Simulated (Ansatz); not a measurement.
The calculation used DFT PBE, scalar-relativistic, plane waves, PAW (Ansatz 0.2.0). All cells share a 420 eV cutoff and Γ-centred k meshes spaced at most about 0.3 Å⁻¹ (about 0.25 or finer for metals, 2π included). No spin polarisation in the final relaxations.

All energies are static (0 K, no zero-point motion).

Two relaxed structures of Mg3ZrN:

A. Space group P4/mmm (No. 123), tetragonal, a = 5.369 Å, c = 3.706 Å. Mg on a site of symmetry mmm is surrounded by 2 Mg at 2.68 Å, 4 N at 3.26 Å and 4 Zr at 3.26 Å; Mg on a site of symmetry 4/mmm is surrounded by 2 N at 1.85 Å and 4 Mg at 2.68 Å; Zr is surrounded by 8 Mg at 3.26 Å and 2 Zr at 3.71 Å; around N lie 2 Mg at 1.85 Å.

B. Space group P6mm (No. 183), hexagonal, a = 5.037 Å, c = 6.995 Å. Mg on a site of symmetry 3m is surrounded by 3 Mg at 2.91 Å, 3 Zr at 3.27 Å and 3 Mg at 3.38 Å; Mg on a site of symmetry 6mm has 1 N at 1.95 Å, 1 Zr at 3.24 Å, 6 Mg at 3.38 Å and 1 Zr at 3.76 Å; Zr has 1 N at 1.81 Å, 7 Mg at 3.24–3.27 Å and 1 Mg at 3.76 Å; N has 1 Zr at 1.81 Å and 1 Mg at 1.95 Å.

**Question.** Which form is favoured at zero pressure, and by what margin per atom?

**Answer.** B is lower, by 0.45 eV/atom. A has space group P4/mmm (No. 123), 21.4 Å³/atom and no gap on its mesh; B has space group P6mm (No. 183), 30.7 Å³/atom and no gap. Counting Mg or Zr atoms around N (for each partner element, those within 1.25 times its shortest distance or 1.15 times the sum of covalent radii, where it is the nearest in units of that sum or under 1.3; a plus sign parts groups by distance over the sum of covalent radii), A has N 2 and B has N 1+1. The lower one is the more open, so pressure narrows the difference. Even the lower one lies +0.32 eV/atom against the reference forms of the elements (uncorrected), so neither is stable at this level. Both come from invented guesses. A third cell relaxed alike, in P4/mmm, lies 0.62 eV/atom below the lower of the two.

Cells relaxed within their symmetry can be saddle points.
